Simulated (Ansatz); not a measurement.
**Perovskite alloy of SrTiO3 and SrZrO3 (1 of 8 Ti sites exchanged), 40 atoms**

Ansatz, PAW, plane waves. PBEsol relaxation of volume and atoms (shape held) at the single k point (¼, ¼, ¼) without its symmetry partners; single points on the relaxed atoms at the single k point (¼, ¼, ¼) without its symmetry partners, onto which points of the small cell's zone fold. Arrangement: unlike neighbours preferred. No spin–orbit coupling unless named.

Relaxed structure:

```cif
data_structure
_symmetry_space_group_name_H-M 'P 1'
_symmetry_Int_Tables_number 1
_cell_length_a 7.8435
_cell_length_b 7.8435
_cell_length_c 7.8435
_cell_angle_alpha 90.000
_cell_angle_beta 90.000
_cell_angle_gamma 90.000
_cell_volume 482.53
loop_
_atom_site_label
_atom_site_type_symbol
_atom_site_fract_x
_atom_site_fract_y
_atom_site_fract_z
_atom_site_occupancy
Sr1 Sr 0.99821 0.00207 0.01258 1
Sr2 Sr 0.00264 0.00273 0.50300 1
Sr3 Sr 0.99687 0.50782 0.01039 1
Sr4 Sr 0.00233 0.51221 0.49864 1
Sr5 Sr 0.50996 0.99662 0.00845 1
Sr6 Sr 0.51244 0.99837 0.50245 1
Sr7 Sr 0.50603 0.50599 0.00683 1
Sr8 Sr 0.50814 0.51011 0.49721 1
Ti1 Ti 0.25863 0.25765 0.25061 1
Ti2 Ti 0.25514 0.75902 0.25666 1
Ti3 Ti 0.25774 0.75014 0.75889 1
Ti4 Ti 0.75633 0.25521 0.25933 1
Ti5 Ti 0.75004 0.25864 0.75811 1
Ti6 Ti 0.75478 0.75472 0.25508 1
Ti7 Ti 0.75900 0.75624 0.75554 1
Zr1 Zr 0.24958 0.24947 0.74991 1
O1 O 0.21638 0.27257 0.00647 1
O2 O 0.27129 0.21300 0.48835 1
O3 O 0.25620 0.71936 0.99710 1
O4 O 0.23871 0.77319 0.49460 1
O5 O 0.77283 0.24096 0.99701 1
O6 O 0.71834 0.25498 0.49501 1
O7 O 0.74000 0.75458 0.99867 1
O8 O 0.75446 0.73896 0.49722 1
O9 O 0.99433 0.23925 0.27324 1
O10 O 0.98792 0.27218 0.71431 1
O11 O 0.99685 0.75412 0.23948 1
O12 O 0.99445 0.71750 0.75539 1
O13 O 0.49684 0.25570 0.22030 1
O14 O 0.50606 0.21527 0.77249 1
O15 O 0.49825 0.74037 0.25501 1
O16 O 0.49647 0.77349 0.74135 1
O17 O 0.25468 0.99454 0.21818 1
O18 O 0.21290 0.98786 0.77219 1
O19 O 0.24147 0.49651 0.27364 1
O20 O 0.27262 0.50605 0.71603 1
O21 O 0.73951 0.99680 0.25500 1
O22 O 0.77342 0.99414 0.73928 1
O23 O 0.75426 0.49825 0.24035 1
O24 O 0.71884 0.49668 0.75662 1
```

(1) What are the mean bond lengths by pair (pairs within 1.2 times the sum of covalent radii, less contacts 15 % beyond the pair's median; cation–cation pairs of compounds aside; long ionic contacts are cut short by that bound)?

(2) What gap lies between the top filled and the lowest empty level in the single points?

Answers

(1) O–Sr 2.755 ± 0.154 Å (standard deviation, 90 bonds); O–Ti 1.965 ± 0.082 Å (standard deviation, 42 bonds); O–Zr 2.058 ± 0.021 Å (standard deviation, 6 bonds).

(2) r²SCAN 3.41 eV (42 s on 2 threads of EPYC 7R13). Away from Γ this isn't the crystal's band gap.
